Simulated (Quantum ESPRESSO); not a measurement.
## Zr3Au2TaSn2 (input and log of a self-consistent run)

Simulated, not a measurement. The program is pw.x of Quantum ESPRESSO 7.5 (plane-wave density functional theory). The cell is made up: eight metal atoms on a hexagonal close-packed lattice, with elements, volume, strain and displacements drawn at random and not relaxed, so it may be unstable or far from any real phase. PseudoDojo standard norm-conserving files set the functional (PBE unless stated); there is no spin polarisation or spin-orbit coupling, the Fermi-Dirac width of 0.25 eV means electrons at about 2900 K, and the masses in the input are unused placeholders. The tin pseudopotential is less sure than most, with forces differing by about three percent from a second method on plain tin. Heavy elements are run without spin-orbit coupling, which real alloys of them have. A spin test at this wide smearing found no moment, but such smearing suppresses magnetism that the real alloy may have.

Input:

```
&control calculation='scf', pseudo_dir='./dojo.nc.sr.pbe.v0_5.standard.upf', outdir='./o', disk_io='medium', tprnfor=.true., tstress=.true. /
&system ibrav=0, nat=8, ntyp=4, nbnd=71, ecutwfc=84.00895049, nosym=.true., tot_charge=0,
 occupations='smearing', smearing='fd', degauss=0.0183746611
/
&electrons conv_thr=1.470e-08, electron_maxstep=70, mixing_beta=0.5 /
ATOMIC_SPECIES
Au 1.0 Au.upf
Sn 1.0 Sn.upf
Ta 1.0 Ta.upf
Zr 1.0 Zr.upf
CELL_PARAMETERS angstrom
-3.1489 0.0002 -0.0421
-0.0673 -0.0726 -4.9654
0.0005 -10.9042 -0.1573
ATOMIC_POSITIONS angstrom
Zr -0.0065 0.0619 0.0266
Au -0.0558 -5.4188 0.0094
Zr -0.0703 -3.7001 -2.548
Zr -0.0324 -9.1031 -2.5885
Ta -1.6375 -2.6415 -0.0416
Sn -1.5527 -8.1326 -0.2007
Sn -1.6016 -0.9369 -2.4666
Au -1.5669 -6.4018 -2.6532
K_POINTS automatic
7 5 2 1 1 1
```

The log is shortened where brackets say so; the opening notice, blank lines, dates and the lines on written files are dropped, and the path of the files is cut. It prints rydbergs, bohrs and kilobars, and counts compression as positive stress. Its total energy is the free energy E - TS of the whole cell.

```
     Program PWSCF v.7.5
     Parallel version (MPI & OpenMP), running on       1 processor cores
     Number of MPI processes:                 1
     Threads/MPI process:                     1
     [start-up lines left out]
     bravais-lattice index     =            0
     lattice parameter (alat)  =       5.9511  a.u.
     unit-cell volume          =    1150.0936 (a.u.)^3
     number of atoms/cell      =            8
     number of atomic types    =            4
     number of electrons       =       115.00
     number of Kohn-Sham states=           71
     kinetic-energy cutoff     =      84.0090  Ry
     charge density cutoff     =     336.0358  Ry
     scf convergence threshold =      1.5E-08
     mixing beta               =       0.5000
     number of iterations used =            8  plain     mixing
     Exchange-correlation= PBE
                           (   1   4   3   4   0   0   0)
     [axes and pseudopotential details left out]
   Cartesian axes
     site n.     atom                  positions (alat units)
         1        Zr     tau(   1) = (  -0.0020640   0.0196559   0.0084466  )
         2        Au     tau(   2) = (  -0.0177189  -1.7207011   0.0029849  )
         3        Zr     tau(   3) = (  -0.0223233  -1.1749402  -0.8090991  )
         4        Zr     tau(   4) = (  -0.0102884  -2.8906242  -0.8219596  )
         5        Ta     tau(   5) = (  -0.5199764  -0.8387894  -0.0132098  )
         6        Sn     tau(   6) = (  -0.4930488  -2.5824489  -0.0637308  )
         7        Sn     tau(   7) = (  -0.5085766  -0.2975059  -0.7832512  )
         8        Au     tau(   8) = (  -0.4975579  -2.0328457  -0.8425047  )
     number of k points=    35  Fermi-Dirac smearing, width (Ry)=  0.0184
                       cart. coord. in units 2pi/alat
        k(    1) = (  -0.0706183  -0.0713183  -0.0614226), wk =   0.0571429
        k(    2) = (  -0.0705809   0.0731144  -0.0635349), wk =   0.0571429
     [further k points left out]
     Dense  grid:   119665 G-vectors     FFT dimensions: (  36,  60, 125)
     Estimated max dynamical RAM per process >     214.74 MB
     Initial potential from superposition of free atoms
     starting charge     114.9887, renormalised to     115.0000
     Starting wfcs are   78 randomized atomic wfcs
     total cpu time spent up to now is       22.3 secs
     per-process dynamical memory:   109.5 Mb
     Self-consistent Calculation
     iteration #  1     ecut=    84.01 Ry     beta= 0.50
     Davidson diagonalization with overlap
     ethr =  1.00E-02,  avg # of iterations =  2.3
     total cpu time spent up to now is       75.5 secs
     total energy              =   -1337.41489163 Ry
     estimated scf accuracy    <       6.94620848 Ry
     iteration #  2     ecut=    84.01 Ry     beta= 0.50
     Davidson diagonalization with overlap
     ethr =  6.04E-03,  avg # of iterations =  5.2
     total cpu time spent up to now is      144.4 secs
     total energy              =   -1332.66601311 Ry
     estimated scf accuracy    <     156.38539542 Ry
     iteration #  3     ecut=    84.01 Ry     beta= 0.50
     Davidson diagonalization with overlap
     ethr =  6.04E-03,  avg # of iterations =  5.0
     total cpu time spent up to now is      211.8 secs
     total energy              =   -1341.84323301 Ry
     estimated scf accuracy    <       2.74965622 Ry
     iteration #  4     ecut=    84.01 Ry     beta= 0.50
     Davidson diagonalization with overlap
     ethr =  2.39E-03,  avg # of iterations =  3.8
     total cpu time spent up to now is      267.1 secs
     total energy              =   -1341.86403181 Ry
     estimated scf accuracy    <       5.87645179 Ry
     iteration #  5     ecut=    84.01 Ry     beta= 0.50
     Davidson diagonalization with overlap
     ethr =  2.39E-03,  avg # of iterations =  1.6
     total cpu time spent up to now is      311.3 secs
     total energy              =   -1342.08244711 Ry
     estimated scf accuracy    <       0.96743757 Ry
     [iterations 6 to 13 left out]
     iteration # 14     ecut=    84.01 Ry     beta= 0.50
     Davidson diagonalization with overlap
     ethr =  3.16E-10,  avg # of iterations =  4.9
     total cpu time spent up to now is      845.8 secs
     total energy              =   -1342.09930880 Ry
     estimated scf accuracy    <       0.00000023 Ry
     iteration # 15     ecut=    84.01 Ry     beta= 0.50
     Davidson diagonalization with overlap
     ethr =  2.00E-10,  avg # of iterations =  2.6
     total cpu time spent up to now is      892.8 secs
     total energy              =   -1342.09930877 Ry
     estimated scf accuracy    <       0.00000182 Ry
     iteration # 16     ecut=    84.01 Ry     beta= 0.50
     Davidson diagonalization with overlap
     ethr =  2.00E-10,  avg # of iterations =  2.0
     total cpu time spent up to now is      939.7 secs
     total energy              =   -1342.09930884 Ry
     estimated scf accuracy    <       0.00000003 Ry
     iteration # 17     ecut=    84.01 Ry     beta= 0.50
     Davidson diagonalization with overlap
     ethr =  2.76E-11,  avg # of iterations =  2.9
     total cpu time spent up to now is      995.5 secs
     total energy              =   -1342.09930884 Ry
     estimated scf accuracy    <       0.00000002 Ry
     iteration # 18     ecut=    84.01 Ry     beta= 0.50
     Davidson diagonalization with overlap
     ethr =  1.44E-11,  avg # of iterations =  2.3
     total cpu time spent up to now is     1037.2 secs
     End of self-consistent calculation
     [lines on levels left out]
!    total energy              =   -1342.09930884 Ry
     estimated scf accuracy    <          4.2E-09 Ry
     smearing contrib. (-TS)   =      -0.10274041 Ry
     internal energy E=F+TS    =   -1341.99656843 Ry
     The total energy is F=E-TS. E is the sum of the following terms:
     one-electron contribution =    -437.66164233 Ry
     hartree contribution      =     278.67152571 Ry
     xc contribution           =    -282.14457388 Ry
     ewald contribution        =    -900.86187792 Ry
     convergence has been achieved in  18 iterations
     Forces acting on atoms (cartesian axes, Ry/au):
     atom    1 type  4   force =    -0.00044770   -0.03427951    0.00636443
     atom    2 type  1   force =     0.00283801    0.03419992   -0.01244912
     atom    3 type  4   force =    -0.00182532    0.00199231    0.00537062
     atom    4 type  4   force =     0.00291570    0.02149142   -0.02379652
     atom    5 type  3   force =     0.00806126   -0.03179098    0.00662475
     atom    6 type  2   force =    -0.00318332    0.00973366    0.01425520
     atom    7 type  2   force =    -0.00329830   -0.00262612   -0.00758810
     atom    8 type  1   force =    -0.00506032    0.00127929    0.01121875
     Total force =     0.072645     Total SCF correction =     0.000413
     Computing stress (Cartesian axis) and pressure
          total   stress  (Ry/bohr**3)                   (kbar)     P=      -17.32
  -0.00007713  -0.00000818  -0.00007192          -11.35       -1.20      -10.58
  -0.00000818  -0.00032048  -0.00004404           -1.20      -47.14       -6.48
  -0.00007192  -0.00004404   0.00004446          -10.58       -6.48        6.54
     init_run     :     21.06s CPU     22.25s WALL (       1 calls)
     electrons    :    953.13s CPU   1014.90s WALL (       1 calls)
     forces       :      6.97s CPU      7.09s WALL (       1 calls)
     stress       :     32.81s CPU     33.98s WALL (       1 calls)
     [timing details left out]
     PWSCF        :  16m54.23s CPU  17m58.84s WALL
     JOB DONE.
```

In other units: free energy -18260.191 eV for the cell, pressure -1.73 GPa, largest force component 0.881 eV/Å in size. The run took 1080 s of wall time with one process on a shared machine (AMD EPYC, Zen 5, virtual cores), so the time is rough. A rerun of this cell at a higher cutoff and on a denser mesh moved values by no more than 0.013 eV in energy, 0.09 GPa in stress and 0.009 eV/Å in force, and a second program with other atomic files agreed on that cell to 2 % rms in force and 0.5 GPa in pressure.